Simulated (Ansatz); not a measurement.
With plane-wave PAW PBE (Ansatz code), Si$_{3}$Ge in the tetragonal phase (P-4m2; Si on 2g, Si on 1a, Ge on 1c) relaxes to a = 3.914 Å, c = 5.527 Å. Si on 2g has 4 nearest neighbours from 2.38 Å (tetrahedral); Si on 1a has 4 nearest neighbours from 2.38 Å (tetrahedral); Ge has 4 nearest neighbours from 2.41 Å (tetrahedral). Its formation energy from the elements is 0.016 eV/atom, with no fitted shifts.

It is gapped at this level: 0.39 eV (indirect). The valence maximum lies at Γ and the conduction minimum at M. Gap from PBE with spin–orbit coupling: 0.35 eV. The electron mass is 0.19, 0.41, 0.41 mₑ (principal values).

The bulk modulus is 81.4 GPa.

The start of the workflow was typed in or built on a structure type; neither database checked (COD, Materials Project) lists it. Its standing as an ambient phase is unchecked. Symmetry was held in the PBE relaxation; whether a distortion lowers the energy is not shown. The references are the lowest solids computed at this level, not always the standard phases. Scalar-relativistic: spin–orbit coupling is off unless named, which matters more the heavier the elements.

Potentials: the earlier of the program's two PAW sets.
